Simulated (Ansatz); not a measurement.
Theory: DFT PBE, scalar-relativistic, plane waves, PAW (Ansatz). Plane waves to 420 eV, a 10×10×6 mesh through Γ for the 7-atom cell and 0.10 eV Gaussian smearing; no spin polarisation.

The zero of energy is the elements' standard structures at the same level (F₂ as a molecule); no fitted shifts are applied.

Question: Propose a candidate for a tetragonal metal made of Cu, F and Ge, with a formation energy near −1.26 eV/atom and a density near 4.96 g/cm³, in a cell of 7 atoms.

Answer: CuGe₂F₄, space group P-4m2 (No. 115). Cu is surrounded by 4 F at 2.18 Å and 4 Ge at 2.74 Å; around Ge lie 4 F at 2.34 Å and 2 Cu at 2.74 Å; F on a site of symmetry 2mm is surrounded by 2 Cu at 2.18 Å, 4 Ge at 2.79 Å and 4 F at 2.95 Å; F on a site of symmetry -4m2 has 4 Ge at 2.34 Å, 4 F at 2.64 Å and 4 F at 2.95 Å; 1 more site not described.

```yaml
crystal:
  lattice:
    - [3.73639, 0.00000, 0.00000]
    - [0.00000, 3.73639, 0.00000]
    - [0.00000, 0.00000, 6.82372]
  atoms:
    - { symbol: Cu, position: [0.50000, 0.50000, 0.00000] }
    - { symbol: Ge, position: [0.50000, 0.00000, 0.70531] }
    - { symbol: Ge, position: [0.00000, 0.50000, 0.29469] }
    - { symbol: F, position: [0.50000, 0.00000, 0.16546] }
    - { symbol: F, position: [0.00000, 0.50000, 0.83454] }
    - { symbol: F, position: [0.50000, 0.50000, 0.50000] }
    - { symbol: F, position: [0.00000, 0.00000, 0.50000] }
```

The volume per atom is 13.61 Å³. The density is 4.96 g/cm³ and the formation energy is −1.26 eV/atom. The gap on the 10×10×6 mesh of the 7-atom cell is 0 eV (a metal).

The structure comes from a generated guess, relaxed at this level; another structure or a mixture of phases may lie lower. Other answers may fit too; this one was computed.

In such compounds of Cu a zero gap at this level may well be an artefact, since no Hubbard U is applied. An odd number of electrons in the primitive cell allows no gap without spin; a larger cell or a magnetic state could open one. A structure relaxed within its symmetry needn't be a true minimum.
